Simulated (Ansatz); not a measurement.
## YTlB, a known structure type with other elements, at an estimated volume

```xyz
9
Lattice="3.7212 6.4454 0.0000 -3.7212 6.4454 0.0000 0.0000 0.0000 3.6031" Properties=species:S:1:pos:R:3 pbc="T T T"
B     0.0000    0.0000    1.8015
Tl   -1.8978    6.4454    0.0000
Tl    2.8095    4.8663    0.0000
Tl   -0.9117    1.5791    0.0000
B    -0.0004    4.2971    0.0000
B     0.0004    8.5936    0.0000
Y     0.6326    6.4454    1.8015
Y     1.5443    2.6748    1.8015
Y    -2.1769    3.7706    1.8015
```

Method: r2SCAN, no spin polarisation; PAW, plane waves to 500 eV, 4×4×7 Γ-centred mesh, cold occupations (width 0.2036 eV) (Ansatz 0.2.0), atoms fixed.

**Contacts.** B–Tl at 2.56 Å: least valence density 0.34 e/Å³ and ELF 0.45 there. B–Y at 2.87 Å: least valence density 0.18 e/Å³ and ELF 0.18 there. Y–Tl at 3.11 Å: least valence density 0.16 e/Å³ and ELF 0.09 there. Both are smooth PAW fields, read partly inside the augmentation spheres.
**Forces.** The largest is on Y7 (and as large on other atoms): 0.30 eV/Å, components (0.30, 0.00, 0.00). It makes 103° with the line to a nearest neighbour, B6 at 2.87 Å.
**At the Fermi level.** It is a metal, with about 5.3 states/eV a cell as the mean within 0.25 eV of the Fermi level, mostly Y d (47 %), B p (28 %) and Tl p (12 %).
**Charges.** Bader charges in e: Y +1.60, Tl -0.45, B -1.38 to -0.68. In the mean Y gives up most and B takes most.

Origin: a known structure type with other elements, at an estimated volume, so it need not be a known compound. Caveats: many states at the Fermi level without spin polarisation, so a magnetic state may lie lower; wide smearing.
